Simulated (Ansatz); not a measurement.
Method: DFT PBE, scalar-relativistic, plane waves, PAW (Ansatz 0.2.0). Settings: cutoff 420 eV, Γ-centred meshes spaced at most about 0.3 Å⁻¹, and about 0.25 Å⁻¹ or finer for metals (2π included), Gaussian smearing. No spin polarisation in the final relaxations.

Temperature and zero-point effects are left out.

Two forms of Sc2GaP3 were relaxed alike.

A.

```
CELL_PARAMETERS angstrom
3.51544 0.00000 0.00000
0.00000 3.51544 0.00000
0.00000 0.00000 8.65374
ATOMIC_POSITIONS crystal
Sc 0.00000 0.00000 0.32311
Sc 0.00000 0.00000 0.67689
Ga 0.00000 0.00000 0.00000
P 0.50000 0.50000 0.20799
P 0.50000 0.50000 0.50000
P 0.50000 0.50000 0.79201
```

B.

```
CELL_PARAMETERS angstrom
5.78238 0.00000 0.00000
-2.89119 5.00769 0.00000
0.00000 0.00000 3.98847
ATOMIC_POSITIONS crystal
Sc 0.33333 0.66667 0.00000
Sc 0.66667 0.33333 0.00000
Ga 0.00000 0.00000 0.00000
P 0.50000 0.00000 0.50000
P 0.00000 0.50000 0.50000
P 0.50000 0.50000 0.50000
```

Question: Which would you expect to be lower, and how large is the difference?

Answer: A is lower, by 62 meV/atom. A has space group P4/mmm (No. 123), 17.8 Å³/atom and no gap on its mesh; B has space group P6/mmm (No. 191), 19.2 Å³/atom and no gap. Counting P atoms around Ga and Sc (those within 1.25 times the shortest such distance or 1.15 times the sum of covalent radii; a plus sign parts nearer from farther groups; the shortest distance is added where it is long for a bond), A has Sc 4+4, Ga 8 from 3.1 Å and B has Sc 6, Ga 12 from 3.5 Å. The denser one is the lower, and pressure would at first widen the difference. In A, around Sc lie 4 P at 2.68 Å, 1 Ga at 2.80 Å, 4 P at 2.92 Å, 1 Sc at 3.06 Å and 4 Sc at 3.52 Å; Ga is surrounded by 2 Sc at 2.80 Å, 8 P at 3.07 Å and 4 Ga at 3.52 Å; around P on a site of symmetry 4mm lie 1 P at 2.53 Å, 4 Sc at 2.68 Å and 4 Ga at 3.07 Å; 1 more site not described. In B, Sc has 6 P at 2.60 Å, 3 Ga at 3.34 Å and 3 Sc at 3.34 Å; Ga is surrounded by 6 Sc at 3.34 Å and 12 P at 3.51 Å; P has 4 Sc at 2.60 Å, 4 P at 2.89 Å and 4 Ga at 3.51 Å. Both come from invented guesses. A third cell relaxed alike, in P-4m2, lies 96 meV/atom below the lower of the two.

Cells relaxed within their symmetry can be saddle points.
